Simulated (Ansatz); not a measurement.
AgI:
```cif
data_Ag4I4
_chemical_formula_sum 'Ag4 I4'
_space_group_name_H-M_alt 'F-43m'
_space_group_IT_number 216
_space_group_name_Hall 'F -4 2 3'
_cell_length_a 6.44996
_cell_length_b 6.44996
_cell_length_c 6.44996
_cell_angle_alpha 90.000
_cell_angle_beta 90.000
_cell_angle_gamma 90.000
loop_
_atom_site_label
_atom_site_type_symbol
_atom_site_symmetry_multiplicity
_atom_site_Wyckoff_symbol
_atom_site_fract_x
_atom_site_fract_y
_atom_site_fract_z
_atom_site_occupancy
Ag1 Ag 4 c 0.25000 0.25000 0.25000 1
I1 I 4 a 0.00000 0.00000 0.00000 1
```
(The calculation used a cell of 2 atoms; values per cell refer to that cell.)

This is the PBEsol-relaxed structure.

Problem. All from plane-wave PAW PBEsol (Ansatz code), unless another level is named. Give the hole effective mass, band 2 of 3 at the edge.

Solution. 0.68 along [100], 0.68 along [110], 1.4 along [111] (mₑ).

Problem. Next, the formation energy from the elements (no fitted shifts)?

Solution. -0.19 eV/atom.

Problem. What about the weight of the conduction-edge state by species (Voronoi cells)?

Solution. Ag 67 %, I 33 %.

Problem. What about the valence-band maximum?

Solution. at Γ.

The cell was relaxed with PBEsol under the symmetry of its start. The run is not spin-polarised. The references are the lowest solids computed at this level, not always the standard phases. Spin–orbit coupling is left out wherever it is not named.

Potentials: the later of the program's two PAW sets.

Edges and masses are those of Kohn–Sham bands, whose gap is no quasiparticle gap.
